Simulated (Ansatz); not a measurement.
Phonons of a relaxed structure of ZnS by density-functional perturbation theory (low response-accuracy setting, no LO–TO term) at Γ and zone-boundary points with q components 0 or ½ of the primitive reciprocal vectors. The numbers are results of r2SCAN (plane waves to 500 eV, PAW, scalar-relativistic; Ansatz, a program for electronic structure), not measurements. Γ-centred k-mesh 8×8×4, Fermi–Dirac smearing 0.05 eV.

```
CELL_PARAMETERS angstrom
      3.80703     0.00000     0.00000
     -1.90352     3.29699     0.00000
      0.00000     0.00000     6.24624
ATOMIC_POSITIONS crystal
  Zn 0.66667 0.33333 0.99975
  Zn 0.33333 0.66667 0.49975
  S  0.66667 0.33333 0.62545
  S  0.33333 0.66667 0.12545
```

Space group P6₃mc (No. 186), wurtzite type.

```tsv
q	wavenumbers (cm⁻¹; i marks imaginary)
Γ	0 (×3), 72 (×2), 195, 269, 273 (×2), 280 (×2), 338
M (½, 0, 0)	71, 92, 98, 114, 181, 195, 287, 293, 304, 310, 326, 339
A (0, 0, ½)	58 (×4), 143 (×2), 276 (×4), 338 (×2)
L (½, 0, ½)	87 (×4), 201 (×2), 295 (×2), 302 (×2), 330 (×2)
```

No instability shows at these points (nothing beyond 15i cm⁻¹, the threshold used here). Other wavevectors were not sampled, so this does not prove stability.

No spin polarisation in the result.
